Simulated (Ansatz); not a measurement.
Starting cell, SiO$_{2}$ (rutile):

```
CELL_PARAMETERS angstrom
      4.23616     0.00000     0.00000
      0.00000     4.23616     0.00000
      0.00000     0.00000     2.69045
ATOMIC_POSITIONS crystal
  Si 0.50000 0.50000 0.50000
  Si 0.00000 0.00000 0.00000
  O  0.80699 0.80699 0.50000
  O  0.30699 0.69301 0.00000
  O  0.69301 0.30699 0.00000
  O  0.19301 0.19301 0.50000
```

Two-dimensional scan of atom 3 (O, nearest neighbour Si at 1.774 Å; its periodic images, 2.7 Å or more away, move with it): u runs along (1.000, 0.000, 0.000), v along (0.000, 1.000, 0.000) (Cartesian). Cell and other atoms are fixed.

Method: PBE (plane waves to 420 eV, PAW, scalar-relativistic; Ansatz, a program for electronic structure). k mesh 6×6×10 (Γ-centred), Fermi-Dirac smearing 0.05 eV. Energies are smeared free energies. SiO2 was relaxed with its symmetry unable to fall.

Changes of ΔE (eV/cell) from the point u = 0.000 Å, v = 0.000 Å when one coordinate moves alone (two changes are said to add if the coupling is within 5 % of the smaller one, nearly so within 20 %):

```
point                      change
-------------------------  ------
u = 0.000 Å, v = -0.270 Å  0.7484
u = 0.000 Å, v = -0.135 Å  0.1868
u = -0.270 Å, v = 0.000 Å  0.7484
u = -0.135 Å, v = 0.000 Å  0.1868
u = 0.135 Å, v = 0.000 Å   0.1866
u = 0.270 Å, v = 0.000 Å   0.7427
u = 0.000 Å, v = 0.135 Å   0.1866
u = 0.000 Å, v = 0.270 Å   0.7427
```

**Question.** Do the two effects add at u = 0.270 Å, v = -0.270 Å? Give the computed change.

**Answer.** The sum of the single changes is 0.7427 + (0.7484) = 1.4911; the calculation gives 0.8408, so the coupling contributes -0.6503 (over 20 % of the smaller single change, not additive).

**Question.** Do the two effects add at u = 0.135 Å, v = 0.135 Å? Give the computed change.

**Answer.** The sum of the single changes is 0.1866 + (0.1866) = 0.3732; the calculation gives 0.5551, so the coupling contributes 0.1819 (over 20 % of the smaller single change, not additive).

**Question.** Do the two effects add at u = 0.135 Å, v = -0.270 Å? Give the computed change.

**Answer.** The sum of the single changes is 0.1866 + (0.7484) = 0.9350; the calculation gives 0.5881, so the coupling contributes -0.3469 (over 20 % of the smaller single change, not additive).

(A displaced cell: forces are minus the slopes of the energy, force constants its curvatures, and phonons follow from these.)
